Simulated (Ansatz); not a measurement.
Values for one crystal, relaxed and computed with r²SCAN (plane waves, PAW; program Ansatz); other levels are named.

```yaml
volume_per_atom: 30.31 Å³
electronic_character: metallic (no gap)
Density of states at the Fermi level: 0.83 states/eV per atom (mean over ±0.08 eV)
Formation energy from the elements (no fitted shifts): -0.55 eV/atom
```

Question: Which of these materials gives this?
A) ZrRh3, Cu3Au type
B) SrAg2, Imma (Sr on 4e, Ag on 8h)
C) LaPb3, Cu3Au type
D) ZnCu, CsCl type

Answer: C, LaPb3, Cu3Au type

Space group Pm-3m (Cu3Au type). The first step of the workflow began from a Materials Project structure, measured or hypothetical; the Crystallography Open Database files this formula in space group No. 221, but the cells were not matched. Whether it is the stable phase at ambient conditions was not checked. The r²SCAN relaxation kept the symmetry of its start; whether a distortion lowers the energy is not shown. The references are the lowest solids computed at this level, not always the standard phases. Spin–orbit coupling is left out wherever it is not named.

Potentials: the later of the program's two PAW sets.
